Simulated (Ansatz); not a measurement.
WC:
```yaml
crystal:
  lattice:
    - [2.91673, 0.00000, 0.00000]
    - [-1.45836, 2.52596, 0.00000]
    - [0.00000, 0.00000, 5.75464]
  atoms:
    - { symbol: W, position: [0.00000, 0.00000, 0.00000] }
    - { symbol: W, position: [0.00000, 0.00000, 0.50000] }
    - { symbol: C, position: [0.33333, 0.66667, 0.25000] }
    - { symbol: C, position: [0.66667, 0.33333, 0.75000] }
```

Relaxed with PBE. Special points in fractions of this cell's reciprocal vectors: Γ (0.000, 0.000, 0.000); M (0.500, 0.000, 0.000); K (0.333, 0.333, 0.000); A (0.000, 0.000, 0.500); L (0.500, 0.000, 0.500); H (0.333, 0.333, 0.500).

Task: List the band energies nearest the Fermi level at these points for the program Ansatz at the PBE level (PAW).

Result: In eV from the Fermi level; about four levels below and three above (degenerate sets whole), none deeper than 8.9 eV; points with the same levels are listed once.

```json
[
 {"k": "Γ", "below": "-0.83 -0.83 -0.10 -0.10", "above": "0.99 0.99 3.00 3.00"},
 {"k": "M", "below": "-3.83 -2.42 -1.91 -0.35", "above": "2.04 3.77 4.20"},
 {"k": "K", "below": "-4.79 -4.79 -1.86 -0.03 -0.03", "above": "1.65 1.65 1.96"},
 {"k": "A", "below": "-2.88 -2.88 -2.88 -2.88", "above": "0.42 0.42 0.72 0.72 0.72 0.72"},
 {"k": "L", "below": "-3.05 -3.05 -1.85 -1.85", "above": "3.96 3.96 4.12 4.12"},
 {"k": "H", "below": "-4.54 -4.54 -0.77 -0.77", "above": "2.82 2.82 3.91 3.91"}
]
```

Space group P6_3/mmc (NiAs type). A made-up cell: these elements were put on the sites of a structure type; neither database checked (COD, Materials Project) lists it. It is not the phase usual at ambient conditions (space group No. 187). The PBE relaxation kept the symmetry of its start; its stability against distortions is not shown here. No spin polarisation was allowed. Scalar-relativistic: spin–orbit coupling is off unless named, which matters more the heavier the elements.

Potentials: the later of the program's two PAW sets.
